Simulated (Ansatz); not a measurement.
Zone-centre phonons of SiSn$_{2}$ at 3.3 GPa: input and output

Theory: Ansatz 0.2.0, DFT PBE, scalar-relativistic, plane waves, PAW.

Launched with:
```bash
ansatz run input.yaml --threads 1 --pin off --max-ram 1228MiB --backend cpu --events-out ev --progress --plain --runs-dir out
```

Input (bare energies are in eV):
```yaml
crystal:
  lattice:
    - [0.0, 3.3436, 3.3436]
    - [3.3436, 0.0, 3.3436]
    - [3.3436, 3.3436, 0.0]
  atoms:
    - { symbol: Si, position: [0.0, 0.0, 0.0] }
    - { symbol: Sn, position: [0.25, 0.25, 0.25] }
    - { symbol: Sn, position: [0.75, 0.75, 0.75] }
basis:
  ecutwfc: 420
kpoints:
  mp_grid: { grid: [12, 12, 12] }
hamiltonian:
  xc: pbe
scf:
  occupations: { method: fermi_dirac, width: 0.15 }
output:
  eigenvalues: true
phonons:
  method: dfpt
  eigenvectors: true
```

The end of the output:
```
--- Phonons (Γ-DFPT): 2 representative perturbations + reference, on 163 of 1728 k-points (Σ response iterations 15) ---
  k mesh reduced under 8 symmetry operations, with k and −k counted as one. Each operation leaves every solved displacement unchanged or reverses it
  ASR residual: 7.653e-5 → 0.000e0 eV/Å²; symmetrization residual: 6.713e-6 eV/Å²
  ASR residual per site (eV/Å²): 2.71e-5 7.65e-5 7.65e-5
  Γ frequencies (cm⁻¹): 0.00 0.00 0.00 110.28 110.28 110.28 201.48 201.48 201.48
  non-analytic LO–TO correction: not included (Born effective charges unavailable; polar crystals: no LO–TO splitting at Γ)
```

The run took 2.2 min on 1 thread of Intel(R) Xeon(R) Platinum 8259CL CPU @ 2.50GHz (Skylake/Cascade Lake) (shared host), peak memory 1.1 GiB.

The cell is the ideal cubic antifluorite prototype; whether it is the stable structure of this composition wasn't checked. In a metal, frequencies and elastic constants depend on the k mesh and the smearing, soft modes and shear constants most.